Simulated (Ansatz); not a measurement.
A geometry of KTaO₃ away from equilibrium: step 2 of the relaxation of a relaxed KTaO3 cell with every coordinate shifted by Gaussian noise of σ = 0.1 Å. These are r2SCAN (plane waves to 500 eV, PAW, scalar-relativistic; Ansatz, a quantum-chemistry and plane-wave program) values and carry that method's errors. Γ-centred k-mesh 8×8×8 on the run's cell, Fermi–Dirac smearing 0.05 eV.

```
KTaO3
1.0
    3.99931    -0.00027     0.01294
   -0.00027     3.99917    -0.00500
    0.01294    -0.00500     3.99516
K Ta O
1 1 3
Direct
  0.97883   0.98680   0.01355
  0.49789   0.48294   0.49734
  0.99168   0.49891   0.48953
  0.49388   0.50335   0.99763
  0.47671   0.00618   0.51341
```

Q: Give the Cartesian forces on all atoms (eV/Å).

A: 
```
atom     Fx     Fy     Fz
----  -----  -----  -----
K1     0.26   0.08  -0.26
Ta2   -0.17   0.11   0.17
O3    -0.33   0.09   0.15
O4    -0.02   0.02   0.21
O5     0.27  -0.29  -0.27
```

Q: What is the pressure?

A: -0.4 GPa, compression positive.

Q: How much energy per atom can still be gained by relaxing?

A: 0.01 eV/atom; the path ends in Amm2 (No. 38) at a tolerance of 0.01 Å, Pm-3m (No. 221) at 0.1 Å.

No spin polarisation in the result.

The end of the path is a generated cell of KTaO3: the first start was made by placing the elements on the sites of a structure type, and the end was not matched to a known phase here, so it may be hypothetical. Known forms of KTaO3 include space group No. 221.
